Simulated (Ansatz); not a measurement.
MgH₂:
```xyz
6
Lattice="4.4849 0.0000 0.0000 0.0000 4.4849 0.0000 0.0000 0.0000 2.9966" Properties=species:S:1:pos:R:3 pbc="T T T"
Mg     2.2425     2.2425     1.4983
Mg     0.0000     0.0000     0.0000
H      3.1188     3.1188     0.0000
H      1.3662     1.3662     0.0000
H      3.6086     0.8763     1.4983
H      0.8763     3.6086     1.4983
```

Relaxed with r²SCAN. Special points in fractions of this cell's reciprocal vectors: Γ (0.000, 0.000, 0.000); X (0.000, 0.500, 0.000); M (0.500, 0.500, 0.000); Z (0.000, 0.000, 0.500); R (0.000, 0.500, 0.500); A (0.500, 0.500, 0.500).

Task: List the band energies nearest the valence-band maximum at these points for plane-wave PAW r²SCAN (Ansatz code).

Result: In eV from the valence-band maximum; about four levels below and three above (degenerate sets whole), none deeper than 8.9 eV; points with the same levels are listed once.

```
k                    below                  above
-  -----------------------  ---------------------
Γ  -6.60 -1.47 -1.47 -0.40    5.24 5.74 9.98 9.98
X  -4.91 -4.91 -0.52 -0.52  5.99 5.99 10.89 10.89
M  -3.80 -3.80 -2.77 -2.77    9.85 9.85 9.94 9.94
Z  -3.07 -3.07 -0.11 -0.11    7.16 7.16 7.54 7.54
R  -2.33 -2.33 -1.07 -1.07    5.81 5.81 7.52 7.52
A  -1.94 -1.94 -0.98 -0.98    4.58 4.58 4.74 4.74
```

Space group P4_2/mnm (rutile). The cell was relaxed with r²SCAN under the symmetry of its start; phonons on a q-mesh show no instability.

Potentials: the later of the program's two PAW sets.
